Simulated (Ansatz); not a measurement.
TaN (rock salt)

```xyz
2
Lattice="0.0000 2.1982 2.1982 2.1982 0.0000 2.1982 2.1982 2.1982 0.0000" Properties=species:S:1:pos:R:3 pbc="T T T"
N      0.0000     0.0000     0.0000
Ta     2.1982     2.1982     2.1982
```

The slice is a {110} plane (indices of the conventional cell) through the point (0.500, 0.500, 0.500) (fractional), spanned by u = [100] and v = [1 -1 -1] in vectors of this cell: u (3.11 Å) and v (4.40 Å, at 90° to u). It covers one period; positions are fractions (u, v).

Method: r2SCAN (plane waves to 500 eV, PAW, scalar-relativistic; Ansatz, a first-principles code). k mesh 18×18×18. These are valence fields of a PAW run, semicore shells included where kept as valence: close to a nucleus they are smooth pseudo fields. Spin-orbit coupling is left out, though Ta is heavy. TaN is run without spin polarisation. TaN was relaxed with its symmetry unable to fall. This is a high-temperature form of TaN.

Three fields on this plane, each scaled to ten steps between its own extremes (0 low, 9 high; the total valence density on a logarithmic scale, the potential cut 8 eV below its top; x marks points blanked near nuclei; v = 0 in the bottom row):

Map A
```
|xxxxx40000004xxxx|
|xxxxx30011003xxxx|
|xxxx6100110016xxx|
|xxx410001100014xx|
|11000000000000001|
|00000001001000000|
|66543211111123456|
|xxx974211112479xx|
|xxxx9631111369xxx|
|xxxxx84211248xxxx|
|xxxxx95211259xxxx|
|xxxxx95211259xxxx|
|xxxxx95211259xxxx|
|xxxxx84211248xxxx|
|xxxx9631111369xxx|
|xxx974211112479xx|
|66543211111123456|
|00000001001000000|
|11000000000000001|
|xxx410001100014xx|
|xxxx6100110016xxx|
|xxxxx30011003xxxx|
|xxxxx40000004xxxx|
|xxxxx40000004xxxx|
```

Map B
```
|xxxxx00477400xxxx|
|xxxxx00577500xxxx|
|xxxx0036886300xxx|
|xxx001589985100xx|
|00001479999741000|
|00035789999875300|
|23468999999998643|
|xxx789999999987xx|
|xxxx8999889998xxx|
|xxxxx88888888xxxx|
|xxxxx78777787xxxx|
|xxxxx77777777xxxx|
|xxxxx78777787xxxx|
|xxxxx88888888xxxx|
|xxxx8999889998xxx|
|xxx789999999987xx|
|23468999999998643|
|00035789999875300|
|00001479999741000|
|xxx001589985100xx|
|xxxx0036886300xxx|
|xxxxx00577500xxxx|
|xxxxx00477400xxxx|
|xxxxx00466400xxxx|
```

Map C
```
|xxxxx94211249xxxx|
|xxxxx74211247xxxx|
|xxxx9531111359xxx|
|xxx963100001369xx|
|99754210000124579|
|66543100000013456|
|77653210000123567|
|xxx753100001357xx|
|xxxx7421111247xxx|
|xxxxx63211236xxxx|
|xxxxx64222246xxxx|
|xxxxx74222247xxxx|
|xxxxx64222246xxxx|
|xxxxx63211236xxxx|
|xxxx7421111247xxx|
|xxx753100001357xx|
|77653210000123567|
|66543100000013456|
|99754210000124579|
|xxx963100001369xx|
|xxxx9531111359xxx|
|xxxxx74211247xxxx|
|xxxxx94211249xxxx|
|xxxxx95222259xxxx|
```

Task: Assign the maps to these fields: electron localisation function (ELF); valence electron density; electrostatic potential energy of an electron, from the cell's mean.

Result: A is the electron localisation function (ELF); B is the electrostatic potential energy of an electron, from the cell's mean; C is the valence electron density.
